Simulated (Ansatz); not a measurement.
Method: Ansatz, DFT PBE, scalar-relativistic, plane waves, PAW. All cells share a 420 eV cutoff and Γ-centred k meshes spaced at most about 0.3 Å⁻¹ (about 0.25 or finer for metals, 2π included). No spin polarisation in the final relaxations.

Temperature and zero-point effects are left out.

Two relaxed structures of Zn₂GeO₃:

A.

```xyz
6
Lattice="5.4875 0.0000 0.0000 -2.7437 4.7523 0.0000 0.0000 0.0000 2.7417" Properties=species:S:1:pos:R:3 pbc="T T T"
Zn    0.0000    3.1682    0.0000
Zn    2.7437    1.5841    0.0000
Ge    0.0000    0.0000    0.0000
O     2.7437    0.0000    1.3709
O    -1.3719    2.3762    1.3709
O     1.3719    2.3762    1.3709
```

B.

```xyz
6
Lattice="2.8353 0.0000 0.0000 0.0000 2.8353 0.0000 0.0000 0.0000 9.2787" Properties=species:S:1:pos:R:3 pbc="T T T"
Zn    1.4176    1.4176    6.4919
Zn    1.4176    1.4176    2.7869
Ge    0.0000    0.0000    0.0000
O     0.0000    0.0000    7.2546
O     0.0000    0.0000    2.0241
O     1.4176    1.4176    4.6394
```

Question: Which form is favoured at zero pressure, and by what margin per atom?

Answer: B is lower, by 191 meV/atom. A has space group P6/mmm (No. 191), 11.9 Å³/atom and no gap on its mesh; B has space group P4/mmm (No. 123), 12.4 Å³/atom and no gap. Counting O atoms around Ge and Zn (those within 1.25 times the shortest such distance or 1.15 times the sum of covalent radii; a plus sign parts nearer from farther groups; the shortest distance is added where it is long for a bond), A has Zn 6, Ge 12 from 3.1 Å and B has Zn 1+4, Ge 2. The lower one is the more open, so pressure narrows the difference. In A, around Zn lie 6 O at 2.09 Å; Ge has 2 Ge at 2.74 Å and 12 O at 3.07 Å; O is surrounded by 4 Zn at 2.09 Å, 6 O at 2.74 Å and 4 Ge at 3.07 Å. In B, Zn is surrounded by 1 O at 1.85 Å and 4 O at 2.15 Å; Ge has 2 O at 2.02 Å; O on a site of symmetry 4mm is surrounded by 1 Ge at 2.02 Å and 4 Zn at 2.15 Å; 1 more site not described. Both come from invented guesses. A third cell relaxed alike, in P-4m2, lies 136 meV/atom below the lower of the two.

Cells relaxed within their symmetry can be saddle points.
